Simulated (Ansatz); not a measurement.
ZrC (CsCl type, Pm-3m) under volume change, plane-wave PAW PBEsol (Ansatz code), scaled uniformly.

```csv
V (Å³/atom),E − E(relaxed) (meV/atom),P (GPa)
10.994,73.7,23.50
11.356,31.0,14.45
11.718,[?],[?]
12.081,0.0,0.00
12.443,6.7,-5.74
12.806,25.4,-10.70
13.168,[?],[?]
```

Problem. Fill in the missing entries.

Solution. 
- 11.718, E − E(relaxed) (meV/atom): 7.4
- 11.718, P (GPa): 6.67
- 13.168, E − E(relaxed) (meV/atom): 54.6
- 13.168, P (GPa): -14.97

Problem. What does a third-order Birch–Murnaghan fit give for V₀, B₀ and B′?

Solution. V₀ = 12.08 Å³/atom, B₀ = 206 GPa, B′ = 4.0.

The cell is a constructed one: a structure type filled with these elements; neither database checked (COD, Materials Project) lists it. It is not the phase usual at ambient conditions (space group No. 225). Symmetry was held in the PBEsol relaxation. At this level the phase is mechanically unstable. No spin polarisation was allowed.

Potentials: the earlier of the program's two PAW sets.
